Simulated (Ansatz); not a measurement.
An Ansatz input:

```yaml
crystal:
  lattice:
    - [2.2529614098, 0.0, 0.0]
    - [0.0, 2.2529614098, 0.0]
    - [0.0, 0.0, 2.2529614098]
  atoms:
    - { symbol: Mn, position: [0.0, 0.0, 0.0], spin: 0.234 }
hamiltonian:
  xc: pbesol
  pseudopotentials:
    kind: paw
    azcp:
      Mn: "pseudopotentials/Mn.paw.azcp"
basis:
  ecutwfc: 420
  fft_grid_basis: typed
kpoints:
  mp_grid: { grid: [23, 23, 23], shift: [0, 0, 0] }
magnetization:
  spin_polarized: true
scf:
  occupations: { method: fermi_dirac, width: 0.05 }
```

Output

```
Warning: the record states the generating functional pbe (its physics header spells it `PBE`), which answers neither for hamiltonian.xc's functional nor for the pbesol family's — results may be inconsistent (PPs are generated against a specific XC)
Engine: ansatz 0.2.0, aarch64-unknown-linux-gnu
Pseudopotentials: kind: paw
Pseudopotential: Mn, paw, valence charge 15, recommended cutoff 420 eV (normal) 
Functional definition: PBEsol
  exchange = pbesol_x
  correlation = pbesol_c
Crystal: 1 atoms, lattice volume = 11.436 Å³
Basis set: ecut = 420 eV, 251 PW (Γ)
Bands: 12, of which v1, the nominal top of the filled ones, is band 8 counted from 1 (7 counted from 0)
Symmetry: 48 space group operations
Space group: Pm-3m (ITA 221), of the structure as read, at distance tolerance 2.3e-5 Å
Magnetic group: BNS 221.92 (UNI 1594), of the structure as read, at distance tolerance 2.3e-5 Å
k-points: 364 of 12167
Non-local potential: Mn, projectors of the file, l = 0: 3, l = 1: 2, l = 2: 3, l = 3: 1
PAW form: soft (Blöchl's): semilocal exchange-correlation on the pseudo side does not see the compensation charge
PAW frozen core: Mn, regenerated for the run's functional, and the local potential with it (the file was generated under x = pbe(κ = 0.804, μ = 0.2195149727645171), c = pbe(β = 0.06672455060314922))
PAW one-centre angular grid: Mn, 590 points (default); XC on 64 Gauss nodes
Initial density: superposition of atomic densities (chi_scale 0.1, normalization cell)
Starting moments: Σ|m| = 0.234 μB on 1 of 1 site
Initial wavefunctions: pseudopotential atomic-orbital guess
Functional: x = pbesol(κ = 0.804, μ = 0.12345679012345678), c = pbesol(β = 0.046)
SCF iter   1: F=—  HF=-3867.442183 eV  |F-HF|=—  |Δ(HF+E_count)|=         —  Δρ=1.01e-1 (↑1.01e-1 ↓7.11e-2)  dr2=2.15e0  dr2_m=3.42e-2  M=0.057 μB ∫|m|=0.058 μB  β_m=0.30  ethr=3.10e-3  ⟨swp⟩=3.7  Hψ=40727  notcnv=0
Mixer restart at iter 1: flushing history
SCF iter   2: F=—  HF=-3866.672543 eV  |F-HF|=—  |Δ(HF+E_count)|=   7.70e-1  Δρ=3.76e-2 (↑3.76e-2 ↓2.46e-2)  dr2=2.13e-1  dr2_m=1.30e-2  M=0.069 μB ∫|m|=0.069 μB  β_m=0.36  ethr=3.10e-3  ⟨swp⟩=3.3  Hψ=21545  notcnv=0  defer=76
SCF iter   3: F=—  HF=-3867.192187 eV  |F-HF|=—  |Δ(HF+E_count)|=   5.20e-1  Δρ=1.71e-2 (↑1.08e-2 ↓1.71e-2)  dr2=2.84e-2  dr2_m=2.68e-3  M=0.076 μB ∫|m|=0.077 μB  β_m=0.64  ethr=1.42e-3  ⟨swp⟩=2.2  Hψ=12232  notcnv=0  defer=76
SCF iter   4: F=—  HF=-3867.730972 eV  |F-HF|=—  |Δ(HF+E_count)|=   5.39e-1  Δρ=1.28e-2 (↑1.04e-2 ↓1.28e-2)  dr2=4.37e-2  dr2_m=2.08e-4  M=0.077 μB ∫|m|=0.078 μB  β_m=0.82  ethr=1.89e-4  ⟨swp⟩=3.1  Hψ=18790  notcnv=0  defer=61
SCF iter   5: F=—  HF=-3867.826133 eV  |F-HF|=—  |Δ(HF+E_count)|=   9.52e-2  Δρ=1.94e-3 (↑1.53e-3 ↓1.94e-3)  dr2=5.27e-5  dr2_m=3.03e-4  M=0.060 μB ∫|m|=0.061 μB  β_m=0.91  ethr=1.89e-4  ⟨swp⟩=3.0  Hψ=17955  notcnv=0  defer=61
SCF iter   6: F=—  HF=-3867.828051 eV  |F-HF|=—  |Δ(HF+E_count)|=   1.92e-3  Δρ=3.33e-3 (↑3.33e-3 ↓6.95e-4)  dr2=7.88e-4  dr2_m=3.47e-4  M=0.043 μB ∫|m|=0.044 μB  β_m=0.91  ethr=3.51e-7  ⟨swp⟩=2.2  Hψ=21472  notcnv=0  defer=61
...
SCF 1 converged in 12 iterations: F = -3867.827848 eV  dr2 = 1.85e-12
...
SCF iter  23: F=—  HF=-3867.827806 eV  |F-HF|=—  |Δ(HF+E_count)|=   3.85e-4  Δρ=4.09e-4 (↑2.67e-4 ↓4.09e-4)  dr2=1.66e-6  dr2_m=1.18e-5  M=0.042 μB ∫|m|=0.043 μB  β_m=0.98  ethr=1.56e-8  ⟨swp⟩=3.0  Hψ=18736  notcnv=0  defer=41
SCF iter  24: F=—  HF=-3867.827848 eV  |F-HF|=—  |Δ(HF+E_count)|=   4.17e-5  Δρ=7.74e-5 (↑1.82e-5 ↓7.74e-5)  dr2=3.54e-7  dr2_m=2.02e-7  M=0.006 μB ∫|m|=0.006 μB  β_m=0.99  ethr=1.10e-8  ⟨swp⟩=2.8  Hψ=16032  notcnv=0  defer=41
iter 25 did not close the SCF: its close was put off for a magnetic moment that had not settled (scf_convergence_deferred on its scf_iter line)
SCF iter  25: F=-3867.827848 eV  HF=-3867.827848 eV  |F-HF|=1.16e-10  |Δ(HF+E_count)|=   6.31e-7  Δρ=1.16e-5 (↑6.32e-6 ↓1.16e-5)  dr2=2.43e-9  dr2_m=8.22e-9  M=0.001 μB ∫|m|=0.001 μB  β_m=1.00  ethr=6.67e-10  ⟨swp⟩=1.3  Hψ=25875  notcnv=0
iter 26 did not close the SCF: its close was put off for a magnetic moment that had not settled (scf_convergence_deferred on its scf_iter line)
SCF iter  26: F=-3867.827848 eV  HF=-3867.827848 eV  |F-HF|=9.64e-11  |Δ(HF+E_count)|=   2.76e-8  Δρ=1.16e-6 (↑1.16e-6 ↓3.12e-7)  dr2=1.12e-10  dr2_m=3.75e-11  M=-0.000 μB ∫|m|=0.000 μB  β_m=0.99  ethr=1.62e-11  ⟨swp⟩=1.2  Hψ=27248  notcnv=0
SCF iter  27: F=-3867.827848 eV  HF=-3867.827848 eV  |F-HF|=4.55e-12  |Δ(HF+E_count)|=  7.23e-11  Δρ=3.17e-7 (↑3.17e-7 ↓8.01e-8)  dr2=6.69e-12  dr2_m=3.36e-12  M=0.000 μB ∫|m|=0.000 μB  ethr=1.00e-12  ⟨swp⟩=1.1  Hψ=25629  notcnv=0
SCF 2 converged in 27 iterations: F = -3867.827848 eV  dr2 = 6.69e-12
WARN: the starting moments were not kept: the SCF closed with an absolute magnetisation of 1.9e-6 μB, where they sum to 0.234 μB in size (1 site). That is at most 0.1 of that sum. Measured as dr2_m measures the in/out step, that magnetisation stands 4.9e-12 eV from none, at or under the dr2_threshold of 1.0e-7 eV: it is no larger than a step whose dr2_m would equal this threshold. The system may hold no moment; this SCF shows only that its start led to no more than that. To try another start: raise the starting moments (crystal.atoms[].spin, magnetization.per_species, magnetization.initial_magnetization, or on a non-collinear deck that types none of these the spinor_matrix: blocks that start its atoms; where the total moment is fixed, keep their sum and leave initial_magnetization as it is; typed ones take the place of any that the run laid by itself, positive ones on a crystal's lanthanoids without a Hubbard term where scf.initial_density.shell_occupations: [] is typed) or, if the notice of its spin-set hold's release reads "site moments contracting" or "site moments show no strong build", lengthen the hold (scf.mixing.spin_hold: { on: { confirm: 4 } }; for m-r²SCAN on two components see the key's manual first). Each may lead to a state that holds a moment. A second SCF, from the converged charge density, with the starting moments and any scf.initial_density.shell_occupations laid on it anew, would have followed, and was not run: the deck does not ask for one (magnetization.retry_lost_moments is false, the default). To let it run, set magnetization.retry_lost_moments: true and run the deck again, where that key's refused combinations let it; where memory then withholds it, that run's warning says so.
SCF converged after 12 iterations
Magnetization: -0.0000 μB (7.5000 up, 7.5000 down)
Absolute magnetization: 0.0000 μB (∫|ρ↑−ρ↓|, with the PAW one-centre terms)
Spin contamination: 0.0000 ħ² per cell (⟨S²⟩ above its minimum at these occupations)
Per-site moments (μB) at R_I (Å): [(-1.7807480639602594e-6, 0.9293465815425)]
Free energy (F): -3867.827848 eV
Harris-Foulkes:  -3867.827848 eV  (|F-HF|=2.73e-12)
Internal energy: -3867.813248 eV  (E = F + TS)
E sigma→0 (E₀):  -3867.820548 eV
Entropy (-TS):   -0.014601 eV (-14.601 meV/atom)
Fermi energy:    19.066410 eV
--- Per-component energies (eV) ---
  E_band       = -177.235538
  E_kinetic    = 310.936490
  E_local      = -1706.856736  (includes V_loc(G=0)·N_el)
  E_nonlocal   = 241.281734
  E_hartree    = 710.722154
  E_xc         = -114.704841
  E_vxc        = -147.559783  (∫ρ·V_xc dr)
  E_paw        = -1269.242966  (= ΣΔE_a)
  E_vpaw       = -296.481468  (= ΣTr[D̂ρ^β])
  E_aug_tail   = -0.000009  (compensation charges beyond the density's cutoff)
  E_ewald      = -2040.118723
  E_core_change = 0.169650  (= ΣΔE_core)
  E_smearing   = -0.014601  (= −TS)
  E_closure    = 0.000000  (closes the sum)
  Σ components = -3867.827848   (vs F -3867.827848, Δ=0.00e0)
```

Launched by

```sh
ansatz run input.yaml --threads 2 --pin off --max-ram 5120MiB --backend cpu --events-out ev --progress --plain --runs-dir out
```

On 2 threads of Arm Neoverse V2 (shared host) this took about 11 s of wall time and 21 s of CPU time.
